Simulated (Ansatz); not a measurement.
Given:

RuW:
```yaml
crystal:
  lattice:
    - [0.00000, 2.54919, 2.54919]
    - [2.54919, 0.00000, 2.54919]
    - [2.54919, 2.54919, 0.00000]
  atoms:
    - { symbol: Ru, position: [0.00000, 0.00000, 0.00000] }
    - { symbol: W, position: [0.50000, 0.50000, 0.50000] }
```

This is the r²SCAN-relaxed structure.

All from r²SCAN (plane waves, PAW; program Ansatz), unless another level is named. Predict the density of states at the Fermi level.

0.67 states/eV per atom (mean over ±0.08 eV).

What about the formation energy from the elements (no fitted shifts)?

1.01 eV/atom.

Space group Fm-3m (rock salt). The start of the workflow was typed in or built on a structure type; neither database checked (COD, Materials Project) lists it. Whether it is the stable phase at ambient conditions was not checked. The cell was relaxed with r²SCAN under the symmetry of its start. At this level the phase is mechanically unstable. No spin polarisation was allowed. Its formation energy is positive at this level, so the cell may be metastable or incomplete. The references are the lowest solids computed at this level, not always the standard phases. Spin–orbit coupling is left out wherever it is not named.

Potentials: the later of the program's two PAW sets.
